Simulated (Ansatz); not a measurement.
Ru:
```cif
data_Ru2
_chemical_formula_sum 'Ru2'
_space_group_name_H-M_alt 'P63/mmc'
_space_group_IT_number 194
_space_group_name_Hall '-P 6c 2c'
_cell_length_a 2.70476
_cell_length_b 2.70476
_cell_length_c 4.26609
_cell_angle_alpha 90.000
_cell_angle_beta 90.000
_cell_angle_gamma 120.000
loop_
_atom_site_label
_atom_site_type_symbol
_atom_site_symmetry_multiplicity
_atom_site_Wyckoff_symbol
_atom_site_fract_x
_atom_site_fract_y
_atom_site_fract_z
_atom_site_occupancy
Ru1 Ru 2 c 0.33333 0.66667 0.25000 1
```

Relaxed at zero pressure with plane-wave PAW r²SCAN (Ansatz code).

Question: The volume is lowered by 6 % and shape and atoms relax at that volume. What pressure results, and how do the axes share the change?

Answer: 24.3 GPa; a -2.1 %, b -2.1 %, c -1.8 %; the energy rises by 58 meV/atom.

Question: Give the new structure.

Answer: 
Space group P6₃/mmc (No. 194); a = b = 2.6469 Å, c = 4.1874 Å, α = β = 90.00°, γ = 120.00°

```csv
atom,site,symmetry,x,y,z
Ru,2c,-6m2,0.3333,0.6667,0.2500
```

The phase is kept; no other phase was compared at this pressure.

Space group P6_3/mmc (hcp (Mg type)). The cell was relaxed with r²SCAN under the symmetry of its start. No spin polarisation was allowed. Axis ratios of metals converge slowly with the k-mesh, so a and c are less sure than the volume.

Potentials: the earlier of the program's two PAW sets.
